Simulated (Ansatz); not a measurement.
Ansatz (a first-principles code) input:

Ansatz 0.2 input:
```yaml
crystal:
  lattice:
    - [4.9399415414, 0.0, 0.0]
    - [-2.4699707707, 4.278114868, 0.0]
    - [0.0, 0.0, 6.1441705075]
  atoms:
    - { symbol: Mg, position: [0.0, 0.0, 0.0] }
    - { symbol: Mg, position: [0.0, 0.0, 0.5] }
    - { symbol: Mg, position: [0.6666666667, 0.3333333333, 0.25] }
    - { symbol: Mg, position: [0.3333333333, 0.6666666667, 0.75] }
    - { symbol: Sn, position: [0.6666666667, 0.3333333333, 0.75] }
    - { symbol: Sn, position: [0.3333333333, 0.6666666667, 0.25] }
kpoints:
  mp_grid: { grid: [10, 10, 7] }
hamiltonian:
  xc: lda
  pseudopotentials: { kind: paw }
scf:
  occupations: { method: fermi_dirac, width: 0.1 }
phonons:
  method: dfpt
  response_accuracy: low
  eigenvectors: true
  rigid_motions: translations
```

Output (shortened):

```
Pseudopotential: Mg, paw, valence charge 10
Pseudopotential: Sn, paw, valence charge 14
Functional definition: SPW92
Crystal: 6 atoms, lattice volume = 129.849 Å³
Basis set: ecut = 420 eV, 2535 PW (Γ), exchange–correlation on 72×72×96 points (8 copies of the dense FFT grid, shifted against one another)
Bands: 41, of which v1, the nominal top of the filled ones, is band 34 counted from 1 (33 counted from 0)
Symmetry: 24 space group operations
k-points: 196 of 700 (irreducible under 2 space group operations, time reversal used)
SCF iter   1: F=—  HF=-19366.487463 eV  |F-HF|=—  |Δ(HF+E_count)|=         —  Δρ=7.42e-3  dr2=3.29e-2  ethr=1.77e-3  ⟨swp⟩=9.0  Hψ=35789  notcnv=0  defer=3
preconditioner: auto → Kerker (q_TF=auto, 2.449 Å⁻¹)
SCF iter   2: F=—  HF=-19366.465653 eV  |F-HF|=—  |Δ(HF+E_count)|=   2.18e-2  Δρ=3.13e-3  dr2=7.76e-3  ethr=4.84e-5  ⟨swp⟩=2.0  Hψ=15083  notcnv=0  defer=6
SCF iter   3: F=—  HF=-19366.462812 eV  |F-HF|=—  |Δ(HF+E_count)|=   2.84e-3  Δρ=7.65e-4  dr2=7.96e-4  ethr=1.14e-5  ⟨swp⟩=2.5  Hψ=14487  notcnv=0  defer=6
SCF iter   4: F=—  HF=-19366.462629 eV  |F-HF|=—  |Δ(HF+E_count)|=   1.83e-4  Δρ=1.26e-4  dr2=2.43e-5  ethr=1.17e-6  ⟨swp⟩=2.0  Hψ=9615  notcnv=0  defer=6
SCF iter   5: F=—  HF=-19366.462620 eV  |F-HF|=—  |Δ(HF+E_count)|=   8.88e-6  Δρ=4.50e-5  dr2=2.39e-6  ethr=3.57e-8  ⟨swp⟩=2.0  Hψ=11631  notcnv=0  defer=6
SCF iter   6: F=—  HF=-19366.462619 eV  |F-HF|=—  |Δ(HF+E_count)|=   1.16e-6  Δρ=1.32e-5  dr2=3.58e-7  ethr=3.52e-9  ⟨swp⟩=2.0  Hψ=11638  notcnv=0  defer=6
SCF iter   7: F=—  HF=-19366.462619 eV  |F-HF|=—  |Δ(HF+E_count)|=   9.35e-8  Δρ=2.67e-6  dr2=1.27e-8  ethr=5.27e-10  ⟨swp⟩=2.0  Hψ=9588  notcnv=0  defer=6
SCF iter   8: F=—  HF=-19366.462619 eV  |F-HF|=—  |Δ(HF+E_count)|=   3.93e-9  Δρ=5.50e-7  dr2=3.35e-10  ethr=1.86e-11  ⟨swp⟩=3.0  Hψ=15214  notcnv=0  defer=6
SCF iter  10: F=-19366.462619 eV  HF=-19366.462619 eV  |F-HF|=0.00e0  |Δ(HF+E_count)|=  7.28e-12  Δρ=4.68e-8  dr2=2.45e-12  ethr=1.00e-12  ⟨swp⟩=6.4  Hψ=33862  notcnv=0
SCF 1 converged in 10 iterations: F = -19366.462619 eV  dr2 = 2.45e-12
DFPT response loops at Γ: preconditioner auto → Kerker (q_TF=auto, 2.449 Å⁻¹) (partly filled bands, converged f_vac=0.000) …
SCF converged after 10 iterations
Free energy (F): -19366.462619 eV
Harris-Foulkes:  -19366.462619 eV  (|F-HF|=0.00e0)
Internal energy: -19366.398899 eV  (E = F + TS)
E sigma→0 (E₀):  -19366.430759 eV
Entropy (-TS):   -0.063720 eV (-10.620 meV/atom)
Fermi energy:    8.726216 eV
--- Per-component energies (eV) ---
  E_band       = -1533.252314
  E_kinetic    = 683.905366
  E_local      = -7850.856419  (includes V_loc(G=0)·N_el)
  E_nonlocal   = 330.308682
  E_hartree    = 3240.664702
  E_xc         = -874.520342
  E_vxc        = -348.757883  (∫ρ·V_xc dr)
  E_paw        = -9076.905830  (= ΣΔE_a)
  E_vpaw       = -829.181493  (= ΣTr[D̂ρ^β])
  E_aug_tail   = -0.000002  (compensation charges beyond the density's cutoff)
  E_ewald      = -5820.446770
  E_core_change = 1.451714  (= ΣΔE_core)
  E_smearing   = -0.063720  (= −TS)
  E_closure    =  0.000000  (closes the sum)
  Σ components = -19366.462619   (vs F -19366.462619, Δ=0.00e0)
  [band-id]    e_kinetic+e_local+e_nonlocal+2·e_hartree+e_vxc+e_vpaw+e_augmentation_tail = -1533.252345   (vs E_band -1533.252314, Δ=-3.13e-5)
--- Band table (eV; the first three rows and the last of 196) ---
  k-point 0: bands = ["-67.1103", "-67.1086", "-66.8472", "-66.8472", "-34.5467", "-34.5389", "-34.5389", "-34.5363", "-34.5363", "-34.5211", "-34.2790", "-34.2790", "-34.2785", "-34.2785", "-34.2719", "-34.2710", "-12.3806", "-12.3755", "-12.3755", …
  k-point 1: bands = ["-67.1103", "-67.1087", "-66.8472", "-66.8472", "-34.5455", "-34.5388", "-34.5388", "-34.5364", "-34.5364", "-34.5223", "-34.2790", "-34.2790", "-34.2785", "-34.2785", "-34.2719", "-34.2710", "-12.3800", "-12.3761", "-12.3761", …
  k-point 2: bands = ["-67.1100", "-67.1089", "-66.8472", "-66.8472", "-34.5419", "-34.5384", "-34.5384", "-34.5368", "-34.5368", "-34.5259", "-34.2789", "-34.2789", "-34.2786", "-34.2786", "-34.2718", "-34.2712", "-12.3784", "-12.3771", "-12.3771", …
  k-point 195: bands = ["-67.1102", "-67.1087", "-66.8472", "-66.8472", "-34.5456", "-34.5389", "-34.5388", "-34.5366", "-34.5365", "-34.5223", "-34.2790", "-34.2788", "-34.2787", "-34.2785", "-34.2715", "-34.2713", "-12.3813", "-12.3784", "-12.3749", …
--- Phonons (Γ-DFPT): 6 representative perturbations + reference, on 196 of 700 k-points (Σ response iterations 18) ---
  ASR residual: 1.961e-4 → 0.000e0 eV/Å²; symmetrization residual: 7.647e-5 eV/Å²
  ASR residual per site (eV/Å²): 1.79e-4 1.79e-4 8.75e-5 8.75e-5 1.96e-4 1.96e-4
  Γ frequencies (cm⁻¹): 0.00 0.00 0.00 38.61 74.62 74.62 112.99 124.46 124.46 141.69 141.69 162.30 174.62 230.43 230.43 235.74 235.74 247.70
  non-analytic LO–TO correction: not included (Born effective charges unavailable; polar crystals: no LO–TO splitting at Γ)
```

Cost: very roughly 6 core-minutes on shared cores.

Space group P6_3/mmc. The workflow started from a Materials Project entry (that database holds measured and hypothetical structures alike); the Crystallography Open Database copy checked does not list it. COD files the formula under space group No. 225, 227, so this cell is another polymorph or a model. With Mg and Sn taken as one species the cell has the higher symmetry P6/mmm, so it may be an ordered model of a mixed-site phase. Its standing as an ambient phase is unchecked. The LDA relaxation kept the symmetry of its start; of distortions, only those at the zone centre were tested. As this level gives no gap, phonon frequencies hold no LO–TO term and depend on the k-mesh and smearing (Fermi–Dirac, 0.1 eV here). Scalar-relativistic: spin–orbit coupling is off unless named, which matters more the heavier the elements.

Potentials: the later of the program's two PAW sets.

Ansatz is a plane-wave DFT program.
